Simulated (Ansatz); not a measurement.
The start is a generated cell, CdSe built in the wurtzite structure type. The cell and all atomic positions are relaxed at zero pressure with r2SCAN (plane waves to 500 eV, PAW, scalar-relativistic; Ansatz, a quantum-chemistry and plane-wave program). First-step values are on the input's coarse k-mesh.

Ansatz input (later rounds restart from its end on a renewed k-mesh):
Ansatz 0.2 input:
```yaml
crystal:
  lattice:
    - [4.3597853, 0, 0]
    - [-2.1798927, 3.7756848, 0]
    - [0, 0, 7.140321]
  atoms:
    - { symbol: Cd, position: [0.66666667, 0.33333333, 0] }
    - { symbol: Cd, position: [0.33333333, 0.66666667, 0.5] }
    - { symbol: Se, position: [0.66666667, 0.33333333, 0.6252] }
    - { symbol: Se, position: [0.33333333, 0.66666667, 0.1252] }
basis: { ecutwfc: 500, ecutrho_ratio: 4, xc_grid: 4, fft_grid_basis: typed }
kpoints: { mp_grid: { grid: [6, 6, 4] } }
hamiltonian:
  xc: r2scan
  dispersion: none
  pseudopotentials: { azcp: { folder: ./paw }, kind: paw }
scf: { occupations: { method: fermi_dirac, width: 0.05 } }
relax: { f_tol: 0.01, max_steps: 100, cell: { stress_tol: 0.02 } }
output: { forces: true, stress: true }
```

Outcome: The space group stays P6₃mc (No. 186) (the run could not lower it); the end is wurtzite type, with 4 atoms in the primitive cell
Energy released: 1 meV/atom
Volume change: -1.8 %, from 29.38 to 28.86 Å³/atom
Band gap at the end: 1.10 eV, direct at Γ (no spin-orbit coupling)
Optimiser moves: 3

The end point of the relaxation:

Space group P6₃mc (No. 186); a = 4.3397 Å, b = 4.3397 Å, c = 7.0783 Å, α = 90.00°, β = 90.00°, γ = 120.00°

```
atom  site  symmetry       x       y       z
----  ----  --------  ------  ------  ------
Cd      2b       3m.  0.6667  0.3333  0.0005
Se      2b       3m.  0.3333  0.6667  0.1247
```

Final values are on a 9×9×5 k-mesh of the relaxed cell. No spin polarisation in the result.

The run could not lose the symmetry of its start.
